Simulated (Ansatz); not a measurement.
LuAlB$_{4}$ in space group Cmmm (No. 65; Pearson symbol oS24) under volume change, LDA in the plane-wave PAW code Ansatz, shape and atoms relaxed at each volume.

| V (Å³/atom) | E − E(relaxed) (meV/atom) | P (GPa) |
|---|---|---|
| 8.514 | 54.3 | 22.37 |
| 8.794 | 22.9 | 13.76 |
| 9.075 | 5.4 | 6.36 |
| 9.356 | 0.0 | 0.00 |
| 9.636 | 4.9 | -5.48 |
| 9.917 | 18.8 | -10.18 |
| 10.198 | 40.2 | -14.24 |

Problem. What does a third-order Birch–Murnaghan fit give for V₀, B₀ and B′?

Solution. V₀ = 9.36 Å³/atom, B₀ = 196 GPa, B′ = 4.0.

The workflow started from an entry of the Crystallography Open Database (COD, 298 K), which files this formula under 2 space groups. Its standing as an ambient phase is unchecked. The LDA relaxation kept the symmetry of its start; its stability against distortions is not shown here. Spin–orbit coupling is left out wherever it is not named.

Potentials: the later of the program's two PAW sets.
